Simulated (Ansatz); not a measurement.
Relaxation of a generated cell, Si2Mo built in the fluorite structure type; 3 atoms in the cell, which starts as Fm-3m (No. 225), cF12; a = b = c = 6.079 Å, α = β = γ = 90.00°. All values below come from r2SCAN (plane waves to 500 eV, PAW, scalar-relativistic; Ansatz, a program for electronic structure). Γ-centred k-mesh 7×7×7 on the run's cell (coarser than for final values), Fermi–Dirac smearing 0.05 eV. This is the first round of the run. 

The optimiser's lines from the output (shortened; P is positive under compression):

```
relax step   1: F+E_penalty+E_count = -6244.23187865 eV  Δ(F+E_penalty+E_count) = +0.000e0 eV  max|allowed force component| = 2.005e-17 eV/Å  Δτ_max = 0.0000 Å  P = -13.696 GPa  Ω = 56.160 Å³  (8 SCF iters, dr2 threshold 1.00e-7 eV, accepted)
relax step   2: F+E_penalty+E_count = -6244.55708907 eV  Δ(F+E_penalty+E_count) = -3.252e-1 eV  max|allowed force component| = 2.806e-16 eV/Å  Δτ_max = 0.0000 Å  P = +3.019 GPa  Ω = 48.341 Å³  (7 SCF iters, dr2 threshold 3.00e-7 eV, accepted)
relax step   3: F+E_penalty+E_count = -6244.56519838 eV  Δ(F+E_penalty+E_count) = -8.109e-3 eV  max|allowed force component| = 2.035e-16 eV/Å  Δτ_max = 0.0000 Å  P = -0.801 GPa  Ω = 49.587 Å³  (7 SCF iters, dr2 threshold 3.00e-7 eV, accepted)
relax step   4: F+E_penalty+E_count = -6244.56593070 eV  Δ(F+E_penalty+E_count) = -7.323e-4 eV  max|allowed force component| = 1.141e-16 eV/Å  Δτ_max = 0.0000 Å  P = -0.025 GPa  Ω = 49.321 Å³  (6 SCF iters, dr2 threshold 3.00e-7 eV, accepted)
relax step   5: F+E_penalty+E_count = -6244.56593277 eV  Δ(F+E_penalty+E_count) = -2.064e-6 eV  max|allowed force component| = 2.251e-16 eV/Å  Δτ_max = 0.0000 Å  P = +0.001 GPa  Ω = 49.312 Å³  (5 SCF iters, dr2 threshold 1.62e-9 eV, accepted)
relax step   6: F+E_penalty+E_count = -6244.56488372 eV  Δ(F+E_penalty+E_count) = +1.049e-3 eV  max|allowed force component| = 2.498e-16 eV/Å  Δτ_max = 0.0000 Å  P = +0.000 GPa  Ω = 49.312 Å³  stress off target by 4.51e-4 GPa  SCF on the basis re-selected at this cell (its energy is not comparable with the rows above)  (7 SCF iters)
```

From the first to the last row the energy changes by -0.11 eV/atom and the volume by -12.2 %. The last row is marked as not comparable with the walk above it, whose basis was carried along; it does compare with step 1, since both stand on a basis selected at the nominal cutoff for their own cell.

Later rounds, restarted from the end of this one on a renewed k-mesh, logged 4 more steps. The final structure after all rounds: Fm-3m (No. 225), cF12, AFLOW prototype AB2_cF12_225_a_c (C1, as in CaF2); a = 5.8273 Å, b = 5.8273 Å, c = 5.8273 Å, α = 90.00°, β = 90.00°, γ = 90.00°. Between re-selections the logged energies stand on a plane-wave basis carried along with the cell. No spin polarisation in the result.

The run could not lose the symmetry of its start: the end is stationary, and may be a saddle point rather than a minimum.

All atoms sit on sites fixed by symmetry, so only the cell could relax.

The relaxed structure here is a generated cell of Si2Mo: the first start was made by placing the elements on the sites of a structure type, and the end was not matched to a known phase here, so it may be hypothetical. Known forms of Si2Mo include space group No. 139.
